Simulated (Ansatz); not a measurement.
BaS:
```yaml
crystal:
  lattice:
    - [0.00000, 3.13576, 3.13576]
    - [3.13576, 0.00000, 3.13576]
    - [3.13576, 3.13576, 0.00000]
  atoms:
    - { symbol: Ba, position: [0.00000, 0.00000, 0.00000] }
    - { symbol: S, position: [0.50000, 0.50000, 0.50000] }
```

Relaxed with LDA. Special points in fractions of this cell's reciprocal vectors: Γ (0.000, 0.000, 0.000); X (0.500, 0.000, 0.500); U (0.625, 0.250, 0.625); K (0.375, 0.375, 0.750); L (0.500, 0.500, 0.500); W (0.500, 0.250, 0.750).

### Question
List the band energies nearest the valence-band maximum at these points for the program Ansatz at the LDA level (PAW).

### Answer
In eV from the valence-band maximum; about four levels below and three above (degenerate sets whole), none deeper than 8.9 eV; points with the same levels are listed once.

```json
[
 {"k": "Γ", "below": "0.00 0.00 0.00", "above": "3.67 3.82 3.82 3.82"},
 {"k": "X", "below": "-0.38 -0.07 -0.07", "above": "1.91 6.12 6.28"},
 {"k": "U", "below": "-0.96 -0.59 -0.43", "above": "3.15 5.92 6.82"},
 {"k": "L", "below": "-8.80 -2.05 -1.14 -1.14", "above": "5.47 5.69 6.51 6.51"},
 {"k": "W", "below": "-1.17 -0.40 -0.40", "above": "4.17 4.17 6.55"}
]
```

Space group Fm-3m (rock salt). The LDA relaxation kept the symmetry of its start; phonons on a q-mesh show no instability. Spin–orbit coupling is left out wherever it is not named.

Potentials: the later of the program's two PAW sets.
